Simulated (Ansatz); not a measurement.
GaSb in space group Pm-3n (No. 223; Ga on 6c, Sb on 6d), the program Ansatz at the r²SCAN level (PAW). The conduction-band minimum lies at Γ, with 1 equivalent valley. Second derivatives d²E/dk² of the lowest band at one valley (eV·Å²), along Cartesian directions:

| direction | d²E/dk² |
|---|---|
| [100] | 572.3 |
| [010] | 572.3 |
| [001] | 572.3 |
| [110] | 572.6 |
| [101] | 572.6 |
| [011] | 572.6 |

Problem. Find the principal effective masses, the density-of-states mass and the conductivity mass.

Solution. Off-diagonal terms follow from H_xy = H[110] − (H_xx + H_yy)/2, and m*/mₑ = 7.620 eV·Å² over each eigenvalue: 0.013, 0.013, 0.013. One valley's DOS mass (m₁m₂m₃)^(1/3) = 0.013, conductivity mass 3/(Σ 1/mᵢ) = 0.013 mₑ.

Problem. What effective density of states Nc follows at 300 K for parabolic valleys?

Solution. Nc = 2.509e19 × 1 × (0.013)^(3/2) ≈ 3.7e16 cm⁻³.

The start of the workflow was typed in or built on a structure type; neither database checked (COD, Materials Project) lists it. It is not the phase usual at ambient conditions (space group No. 216). The r²SCAN relaxation kept the symmetry of its start; its stability against distortions is not shown here. The volume moved by 29 % from the start of the relaxation. Scalar-relativistic: spin–orbit coupling is off unless named, which matters more the heavier the elements.

Potentials: the earlier of the program's two PAW sets. The files were generated under PBE; for other functionals the program regenerates the frozen cores, and for LDA and PBEsol the local potential too.

Edges and masses are those of Kohn–Sham bands, whose gap is no quasiparticle gap.
